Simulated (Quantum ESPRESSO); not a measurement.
**Kohn-Sham bands of MgPdF6 (R-3)**

```
CELL_PARAMETERS angstrom
     -2.46565     4.27063     0.00000
     -4.93130     0.00000     0.00000
     -2.46565     1.42354     4.50999
ATOMIC_POSITIONS crystal
  Mg 0.50000 0.50000 0.50000
  Pd 0.00000 0.00000 0.00000
  F  0.75741 0.10033 0.75321
  F  0.24259 0.89967 0.24679
  F  0.38905 0.75741 0.75321
  F  0.61095 0.24259 0.24679
  F  0.10033 0.38905 0.75321
  F  0.89967 0.61095 0.24679
```

Structure: Materials Project mp-7921, symmetrised, not relaxed again. COD (Crystallography Open Database) has an entry of this formula and space group (matched by these alone). Computed values, not measurements, from PBEsol: Quantum ESPRESSO (norm-conserving PseudoDojo potentials, cutoff 68 Ry, no spin polarisation, no spin-orbit coupling) on a Γ-centred 4×4×4 mesh, then Wannier90. Density: 8×8×8 mesh, cold smearing 0.01 Ry.

Task: List the Kohn-Sham levels between −8 and 4.1 eV relative to the valence-band maximum at the high-symmetry points, as a band run of pw.x on that density gives them (levels within 2 meV counted together).

Result: 
```json
[
 {"point": "Γ", "k (reciprocal lattice)": "0.000 0.000 0.000", "levels (eV)": "-6.04 (×2), -5.58, -4.85, -4.76 (×2), -4.22 (×2), -3.78, -2.66, -2.27, -1.84 (×2), -1.54 (×2), -1.52, -1.49 (×2), -0.61, -0.48 (×2), 2.13 (×2)"},
 {"point": "T", "k (reciprocal lattice)": "0.000 0.000 -0.500", "levels (eV)": "-6.24 (×2), -4.96, -4.54 (×2), -4.49, -4.39, -3.77 (×2), -2.86, -2.37 (×2), -2.35, -2.15, -1.62 (×2), -1.58 (×2), -0.36, -0.26 (×2), 2.03 (×2)"},
 {"point": "H_2", "k (reciprocal lattice)": "-0.267 0.267 -0.500", "levels (eV)": "-6.48, -6.14, -5.00, -4.81, -4.69, -4.32, -3.92, -3.73, -3.61, -2.74, -2.66, -2.37, -2.09, -2.04, -1.97, -1.66, -1.63, -1.59, -0.43, -0.32, -0.10, 1.94, 2.08"},
 {"point": "H_0", "k (reciprocal lattice)": "-0.466 0.267 -0.233", "levels (eV)": "-6.48, -6.14, -5.00, -4.81, -4.69, -4.32, -3.92, -3.73, -3.61, -2.74, -2.66, -2.37, -2.09, -2.04, -1.97, -1.66, -1.63, -1.59, -0.43, -0.32, -0.10, 1.94, 2.08"},
 {"point": "L", "k (reciprocal lattice)": "0.000 0.500 0.000", "levels (eV)": "-6.22, -6.11, -5.30, -4.76, -4.71, -4.42, -4.35, -3.89, -3.47, -2.94, -2.55, -2.20, -1.90, -1.77, -1.70, -1.66, -1.57, -1.53, -0.68, -0.42, -0.09, 1.96, 2.14"},
 {"point": "S_0", "k (reciprocal lattice)": "-0.367 0.367 0.000", "levels (eV)": "-6.49, -6.11, -5.02, -4.82, -4.65, -4.37, -4.06, -3.67, -3.59, -2.79, -2.64, -2.40, -2.12, -2.02, -1.74, -1.67, -1.62, -1.58, -0.50, -0.35, -0.09, 1.93, 2.11"},
 {"point": "S_2", "k (reciprocal lattice)": "-0.367 0.267 -0.367", "levels (eV)": "-6.49, -6.11, -5.02, -4.82, -4.65, -4.37, -4.06, -3.67, -3.59, -2.79, -2.64, -2.40, -2.12, -2.02, -1.74, -1.67, -1.62, -1.58, -0.50, -0.35, -0.09, 1.93, 2.11"},
 {"point": "F", "k (reciprocal lattice)": "-0.500 0.000 -0.500", "levels (eV)": "-6.60, -6.08, -5.08, -4.86, -4.35, -4.22, -3.97, -3.89, -3.54, -2.95, -2.69, -2.41, -2.09, -1.79, -1.77, -1.76, -1.65, -1.59, -0.65, -0.39, 0.00, 1.88, 2.11"}
]
```
